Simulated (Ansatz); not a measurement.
Input for Ansatz (plane-wave DFT, PAW):

```yaml
crystal:
  lattice:
    - [-1.5942286755, 1.5942286755, 2.4624956115]
    - [1.5942286755, -1.5942286755, 2.4624956115]
    - [1.5942286755, 1.5942286755, -2.4624956115]
  atoms:
    - { symbol: In, position: [0.0, 0.0, 0.0] }
basis:
  ecutwfc: 420
kpoints:
  mp_grid: { grid: [16, 16, 16] }
hamiltonian:
  xc: pbesol
scf:
  occupations: { method: gaussian, width: 0.1 }
output:
  forces: true
  stress: true
  eigenvalues: true
  populations: true
```

It can be run as
```bash
ansatz run input.yaml --threads 1 --pin off --backend cpu --events-out ev --progress --plain --runs-dir out  # memory cap (--max-ram) not shown
```

All numbers below come from Ansatz 0.2.0, DFT PBEsol, scalar-relativistic, plane waves, PAW.

Part of what the program printed, abridged:

```
Pseudopotentials: kind: paw
Pseudopotential: In, paw, valence charge 13, recommended cutoff 420 eV (normal)
Functional definition: PBEsol
Crystal: 1 atom, lattice volume = 25.034 Å³
Basis set: ecut = 420 eV, 493 PW (Γ), exchange–correlation on 48×48×48 points (8 copies of the dense FFT grid, shifted against one another)
Bands: 11, of which v1, the nominal top of the filled ones, is band 7 counted from 1 (6 counted from 0)
Symmetry: 16 space group operations
Space group: I4/mmm (ITA 139), of the structure as read, at distance tolerance 2.9e-5 Å
k-points: 349 of 4096
Initial density: superposition of atomic densities (neutral atoms: chi_scale 0, normalization atom), corrected by the library's trained network
Initial wavefunctions: pseudopotential atomic-orbital guess
Functional: x = pbesol(κ = 0.804, μ = 0.12345679), c = pbesol(β = 0.046)
SCF iter   1: F=—  HF=-5525.410385 eV  |F-HF|=—  |Δ(HF+E_count)|=         —  Δρ=3.30e-3  dr2=2.50e-3  ethr=1.77e-3  ⟨swp⟩=4.9  Hψ=22613  notcnv=0
SCF iter   2: F=—  HF=-5525.408730 eV  |F-HF|=—  |Δ(HF+E_count)|=   1.65e-3  Δρ=1.32e-3  dr2=5.13e-4  ethr=1.92e-5  ⟨swp⟩=1.9  Hψ=8083  notcnv=0
SCF iter   3: F=—  HF=-5525.408516 eV  |F-HF|=—  |Δ(HF+E_count)|=   2.14e-4  Δρ=3.48e-4  dr2=1.48e-5  ethr=3.95e-6  ⟨swp⟩=2.0  Hψ=5882  notcnv=0  defer=2
SCF iter   4: F=—  HF=-5525.408511 eV  |F-HF|=—  |Δ(HF+E_count)|=   4.99e-6  Δρ=6.85e-5  dr2=1.06e-6  ethr=1.14e-7  ⟨swp⟩=2.0  Hψ=5784  notcnv=0  defer=1
SCF iter   5: F=-5525.408511 eV  HF=-5525.408511 eV  |F-HF|=1.53e-9  |Δ(HF+E_count)|=   4.91e-7  Δρ=3.92e-6  dr2=4.40e-9  ethr=8.15e-9  ⟨swp⟩=2.1  Hψ=5783  notcnv=0  defer=2
SCF iter   6: F=-5525.408511 eV  HF=-5525.408511 eV  |F-HF|=4.18e-11  |Δ(HF+E_count)|=   2.22e-9  Δρ=1.12e-6  dr2=1.60e-10  ethr=3.39e-11  ⟨swp⟩=3.8  Hψ=17578  notcnv=0
SCF 1 converged in 6 iterations: F = -5525.408511 eV  dr2 = 1.60e-10
SCF converged after 6 iterations
Free energy (F): -5525.408511 eV
Harris-Foulkes:  -5525.408511 eV  (|F-HF|=4.18e-11)
Internal energy: -5525.406407 eV  (E = F + TS)
E sigma→0 (E₀):  -5525.407459 eV
Entropy (-TS):   -0.002104 eV (-2.104 meV/atom)
Fermi energy:    10.740436 eV
--- Per-component energies (eV) ---
  E_band       = -17.338438
  E_kinetic    = 242.156165
  E_local      = -1049.146114  (includes V_loc(G=0)·N_el)
  E_nonlocal   = 367.396161
  E_hartree    = 410.875858
  E_xc         = -214.371429
  E_vxc        = -100.845470  (∫ρ·V_xc dr)
  E_paw        = -4081.433594  (= ΣΔE_a)
  E_vpaw       = -298.650656  (= ΣTr[D̂ρ^β])
  E_aug_tail   = 0.000025  (compensation charges beyond the density's cutoff)
  E_ewald      = -1201.119382
  E_core_change = 0.235902  (= ΣΔE_core)
  E_smearing   = -0.002104  (= −TS)
--- Forces (eV/Å), atoms counted from 1 ---
  atom   1  In     0.00000000     0.00000000     0.00000000
--- Stress (GPa, compression-positive) ---
        0.786163       0.000000       0.000000
        0.000000       0.786163       0.000000
        0.000000       0.000000       1.226736
  P = ⅓ Tr σ = 0.9330 GPa (9.330 kbar)
--- Band table (eV; the first three rows and the last of 349) ---
  k-point 0: bands = ["-3.9867", "-3.8398", "-3.8398", "-3.7682", "-3.6283", "0.8437", "21.6343", "21.6343", "21.8549", "22.4068", "25.0629"]
  k-point 1: bands = ["-3.9668", "-3.8505", "-3.8291", "-3.7624", "-3.6371", "0.9686", "20.8253", "21.0423", "21.1735", "21.8791", "25.9351"]
  k-point 2: bands = ["-3.9095", "-3.8810", "-3.7982", "-3.7519", "-3.6588", "1.3458", "19.3860", "19.6293", "20.1914", "20.9681", "25.1053"]
  k-point 348: bands = ["-4.1788", "-4.0372", "-3.5201", "-3.4887", "-3.4887", "7.6488", "7.7824", "15.7003", "15.7003", "19.2464", "19.3495"]
--- Löwdin populations: 1 site ---
  site symbol q [e]
     0     In     12.9803
  spilling = 0.001518 (of n_electrons = 13.000000)
```

The calculation finished and met its thresholds.